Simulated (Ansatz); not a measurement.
LaSiNi$_{4}$:
```yaml
crystal:
  lattice:
    - [2.60695, -4.11236, 0.00000]
    - [2.60695, 4.11236, 0.00000]
    - [0.00000, 0.00000, 3.95441]
  atoms:
    - { symbol: La, position: [0.00000, 0.00000, 0.00000] }
    - { symbol: Si, position: [0.50000, 0.50000, 0.50000] }
    - { symbol: Ni, position: [0.34237, 0.65763, 0.00000] }
    - { symbol: Ni, position: [0.65763, 0.34237, 0.00000] }
    - { symbol: Ni, position: [0.50000, 0.00000, 0.50000] }
    - { symbol: Ni, position: [0.00000, 0.50000, 0.50000] }
```

Relaxed with r²SCAN. Special points in fractions of this cell's reciprocal vectors: Γ (0.000, 0.000, 0.000); Y (-0.500, 0.500, 0.000); C0 (-0.350, 0.650, 0.000); Σ0 (0.350, 0.350, 0.000); Z (0.000, 0.000, 0.500); A0 (0.350, 0.350, 0.500); E0 (-0.350, 0.650, 0.500); T (-0.500, 0.500, 0.500); S (0.000, 0.500, 0.000); R (0.000, 0.500, 0.500).

Q: List the band energies nearest the Fermi level at these points for r²SCAN in the plane-wave PAW code Ansatz.

A: In eV from the Fermi level; about four levels below and three above (degenerate sets whole), none deeper than 8.9 eV; points with the same levels are listed once.

```tsv
k	below	above
Γ	-0.30 -0.26 -0.19 -0.16	0.61 1.54 2.22
Y	-1.15 -1.13 -0.80 -0.15	0.57 0.81 1.88
C0	-1.13 -0.95 -0.83 -0.72	0.82 1.62 1.76
Z	-0.74 -0.44 -0.27 -0.13	0.65 2.85 2.93
A0	-0.84 -0.82 -0.44 -0.07	0.23 0.80 2.29
T	-0.75 -0.65 -0.33 -0.30	0.99 1.57 1.80
S	-0.98 -0.96 -0.61 -0.36	1.11 1.99 2.54
R	-1.07 -1.04 -0.71 -0.64	0.80 0.85 1.92
```

Space group Cmmm. The first step of the workflow began from a Materials Project structure, measured or hypothetical; the Crystallography Open Database copy checked does not list it. Its standing as an ambient phase is unchecked. The cell was relaxed with r²SCAN under the symmetry of its start; its stability against distortions is not shown here. The run is not spin-polarised. Scalar-relativistic: spin–orbit coupling is off unless named, which matters more the heavier the elements.

Potentials: the later of the program's two PAW sets.
